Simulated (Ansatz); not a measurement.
AlNi, DFT, PBEsol, all-electron LAPW, scalar-relativistic (Ansatz 0.2.0), run on 1 thread of Arm Neoverse V1 on a shared host.

The geometry is COD entry 9008802, unchecked; take it as a test cell. The listed cell was then made from it by scaling, straining or moving an atom.

Command: `ansatz run input.yaml --threads 1 --pin off --max-ram 3072MiB --backend cpu --events-out ev --progress --plain --runs-dir out`

```yaml
crystal:
  lattice:
    - [2.9375045414, 0.0, 0.0]
    - [0.0, 2.9375045414, 0.0]
    - [0.0, 0.0, 2.9375045414]
  atoms:
    - { symbol: Al, position: [0.0, 0.0, 0.0] }
    - { symbol: Ni, position: [0.5, 0.5, 0.5], spin: 1.5 }
magnetization:
  spin_polarized: true
kpoints:
  mp_grid: { grid: [13, 13, 13] }
  band_path:
    path:
      - [0.0, 0.0, 0.0]
      - [0.0, 0.5, 0.0]
      - [0.5, 0.5, 0.0]
      - [0.0, 0.0, 0.0]
      - [0.5, 0.5, 0.5]
      - [0.0, 0.5, 0.0]
      - [0.5, 0.5, 0.5]
      - [0.5, 0.5, 0.0]
    npoints: 5
scf:
  occupations: { method: fermi_dirac, width: 0.05 }
hamiltonian:
  xc: pbesol
  pseudopotentials: { kind: all_electron, lapw: { basis_error: 0.0005 } }
output:
  forces: true
  stress: true
  eigenvalues: true
```

Question: How large is the problem that the program sets up?

Answer: 84 irreducible k-points, 251 plane waves at Γ, 20 bands.

Question: About how long does it take, and how much memory does it use?

Answer: 40 s of wall time for 11 SCF iterations, with a peak of 0.52 GiB. Times on shared machines scatter by tens of per cent.
